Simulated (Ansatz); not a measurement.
A distorted cell of CsPbCl3 (cubic perovskite):

```xyz
5
Lattice="5.6188 0.0000 0.0000 0.0000 5.6188 0.0000 0.0000 0.0000 5.6188" Properties=species:S:1:pos:R:3 pbc="T T T"
Cs     0.0000     0.0000     0.0000
Pb     2.9579     2.9579     2.8094
Cl     0.0000     2.8094     2.8094
Cl     2.8094     2.8094     0.0000
Cl     2.8094     0.0000     2.8094
```

All values below come from PBEsol (plane waves to 420 eV, PAW, scalar-relativistic; Ansatz, a quantum-chemistry and plane-wave program). k mesh 5×5×5 (Γ-centred), Fermi-Dirac smearing 0.05 eV. E stands for the smeared free energy. Compression counts positive. CsPbCl3 was relaxed with its symmetry unable to fall. Spin-orbit coupling is left out, though Pb is heavy. The PAW data are Ansatz's earlier set. This is a high-temperature form of CsPbCl3.

Question: What forces act on the atoms (eV/Å, Cartesian)?

Answer: 
| atom | Fx | Fy | Fz |
|---|---|---|---|
| Cs1 | 0.033 | 0.033 | 0.000 |
| Pb2 | -0.439 | -0.439 | 0.000 |
| Cl3 | 0.342 | 0.030 | 0.000 |
| Cl4 | 0.035 | 0.035 | 0.000 |
| Cl5 | 0.030 | 0.342 | 0.000 |

Question: What is the stress tensor (GPa)?

Answer: 
```
   0.46     0.00     0.00
   0.00     0.46     0.00
   0.00     0.00     0.00
```
The pressure, a third of the trace, is 0.30 GPa.

Question: In it atom 2 sits (0.148, 0.148, 0.000) Å away from its relaxed site. What is its energy relative to the relaxed cell?

Answer: 60 meV/cell.

(For displaced atoms, the force is minus the slope of the energy, and its curvature is a force constant, which sets phonon frequencies.)
